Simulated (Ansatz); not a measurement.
ZrIr$_{2}$ (cubic Laves, MgCu2 type)

```xyz
6
Lattice="0.0000 3.6522 3.6522 3.6522 0.0000 3.6522 3.6522 3.6522 0.0000" Properties=species:S:1:pos:R:3 pbc="T T T"
Zr     3.6522     3.6522     3.6522
Zr     5.4782     5.4782     5.4782
Ir     0.9130     2.7391     2.7391
Ir     2.7391     2.7391     0.9130
Ir     2.7391     0.9130     2.7391
Ir     0.9130     0.9130     0.9130
```

The slice is a {111} plane (indices of the conventional cell) through the point (0.125, 0.125, 0.625) (fractional), spanned by u = [100] and v = [-1 2 0] in vectors of this cell: u (5.16 Å) and v (8.95 Å, at 90° to u). It covers one period; positions are fractions (u, v).

Method: LDA (plane waves to 420 eV, PAW, scalar-relativistic; Ansatz, a program for electronic structure). k mesh 11×11×11. Near the nuclei the fields are pseudised (PAW); where an atom keeps semicore shells as valence, they peak there. Spin-orbit coupling is left out, though Ir is heavy. ZrIr2 is run without spin polarisation. ZrIr2 was relaxed with its symmetry unable to fall.

Question: Sketch the electron localisation function (ELF) on this plane as a map.

Answer: 
```
|xx%%++----..      ..----++%%|
|**++----..  --**--  ..----++|
|--------  --@@@@@@--  ------|
|------::  ++@@@@@@++  ::----|
|          ==@@@@@@==        |
|++--        --++--        --|
|@@@@==                  ==@@|
|@@@@++  ::----------::  ++@@|
|@@@@--  --------------  --@@|
|**--  ..----++**++----..  --|
|    ..----++%%xx%%++----..  |
|    ::----**xxxxxx**----::  |
|    ..----++%%xx%%++----..  |
|**--  ..----++**++----..  --|
|@@@@--  --------------  --@@|
|@@@@++  ::----------::  ++@@|
|@@@@==                  ==@@|
|++--        --++--        --|
|          ==@@@@@@==        |
|------::  ++@@@@@@++  ::----|
|--------  --@@@@@@--  ------|
|**++----..  --**--  ..----++|
|xx%%++----..      ..----++%%|
|xxxx**----::      ::----**xx|
```
Scale: ten equal steps from 0.11 (start of ' ') to 0.81 (end of '@'), in the order ' .:-=+*#%@'. Values: electron localisation function (ELF). The map has 14 points along u (two characters each, u = 0 at the left) and 24 along v (v = 0 in the bottom row). Points within 0.5 Å of a nucleus are blanked (x), as the pseudised field means little there.
